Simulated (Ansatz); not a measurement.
Task: Each is relaxed and computed with DFT-HSE06 in the program Ansatz with PAW potentials. Which alone has a direct gap?
(A) BeS, zinc blende
(B) PbS, zinc blende
(C) CdS, wurtzite
(D) CdTe, P6_422 (Cd on 3c, Te on 3d)

Result: C, CdS, wurtzite. CdS: gap 2.18 eV (direct); BeS: gap 4.06 eV (indirect); CdTe: gap 0.87 eV (indirect); PbS: gap 1.30 eV (indirect). Constructed cells (a structure type filled with these elements, in neither database checked): PbS, zinc blende. Not the usual ambient phase: CdTe, P6_422 (Cd on 3c, Te on 3d); PbS, zinc blende. All cells were relaxed under the symmetry of their starts (and spin orders); stability against distortions was not tested throughout. Scalar-relativistic: spin–orbit coupling is off unless named, which matters more the heavier the elements.

Potentials: the later of the program's two PAW sets.
